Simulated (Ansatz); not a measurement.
GaRh3C (anti-perovskite, Pm-3m) under volume change, plane-wave PAW PBE (Ansatz code), scaled uniformly.

```csv
V (Å³/atom),E − E(relaxed) (meV/atom),P (GPa)
12.008,88.8,26.23
12.404,(withheld),(withheld)
12.800,8.7,7.27
13.196,0.0,0.01
13.592,(withheld),(withheld)
13.988,29.2,-11.16
14.384,62.1,-15.40
```

Question: Fill in the missing entries.

Answer: 
- 12.404, E − E(relaxed) (meV/atom): 37.1
- 12.404, P (GPa): 15.92
- 13.592, E − E(relaxed) (meV/atom): 7.7
- 13.592, P (GPa): -6.07

Question: What does a third-order Birch–Murnaghan fit give for V₀, B₀ and B′?

Answer: V₀ = 13.20 Å³/atom, B₀ = 221 GPa, B′ = 4.9.

The start of the workflow was typed in or built on a structure type; neither database checked (COD, Materials Project) lists it. Whether it is the stable phase at ambient conditions was not checked. The cell was relaxed with PBE under the symmetry of its start; its stability against distortions is not shown here. The run is not spin-polarised.

Potentials: the earlier of the program's two PAW sets.
